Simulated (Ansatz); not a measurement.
**Ni (dhcp): energy against volume**

Level of theory: Ansatz 0.2.0, DFT, LDA (PW92), plane waves (420 eV) with PAW, scalar-relativistic. The PAW files were generated under PBE, with cores re-solved for the functional.

The cell is scaled uniformly from the relaxed one, with fractional coordinates and shape fixed. Energies are extrapolated to zero smearing, pressures are those at the given smearing. Magnetic state: spin not included. Spin polarisation is off; a magnetic state may lie lower.

A Birch-Murnaghan fit gives V₀ = 10.00 Å³/atom, B₀ = 257 GPa, B₀′ = 4.8.

(1) What are the energy above the minimum and the pressure at 8.822 Å³/atom?

(2) What are the energy above the minimum and the pressure at 9.624 Å³/atom?

(3) What are the energy above the minimum and the pressure at 10.426 Å³/atom?

Answers

(1) 142.6 meV/atom and 44.32 GPa as computed.

(2) 12.4 meV/atom and 11.45 GPa as computed.

(3) 13.3 meV/atom and -9.13 GPa as computed.
